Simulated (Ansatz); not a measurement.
Relaxed TaAs (NbAs type, space group I4_1md):

```
TaAs
1.0
   -1.73153     1.73153     5.86650
    1.73153    -1.73153     5.86650
    1.73153     1.73153    -5.86650
Ta As
2 2
Direct
  0.99912   0.99912   0.00000
  0.74912   0.24912   0.50000
  0.41688   0.41688   0.00000
  0.16688   0.66688   0.50000
```

Level of theory: PBE (plane waves to 420 eV, PAW, scalar-relativistic; Ansatz, a quantum-chemistry and plane-wave program). k mesh 15×15×15 (Γ-centred), Fermi-Dirac smearing 0.05 eV. With partly filled bands, energies and forces of such displacements shift with the k mesh and the smearing. At this level the bands of TaAs touch or barely overlap. Spin-orbit coupling is left out, though Ta is heavy. TaAs is run without spin polarisation. TaAs was relaxed with its symmetry unable to fall.

One atom of the cell was then moved (with its periodic images), all else fixed, and the forces (eV/Å) came out as:

```
atom      Fx     Fy      Fz
----  ------  -----  ------
Ta1   -3.580  0.000  -5.724
Ta2   -6.956  0.000   4.639
As3   -0.211  0.000   0.789
As4   10.747  0.000   0.296
```

Question: Which atom was moved, and by which vector (Å)?

Answer: As4, by (-0.79, 0.00, 0.00), 0.79 Å in all.

(A displaced cell: forces are minus the slopes of the energy, force constants its curvatures, and phonons follow from these.)
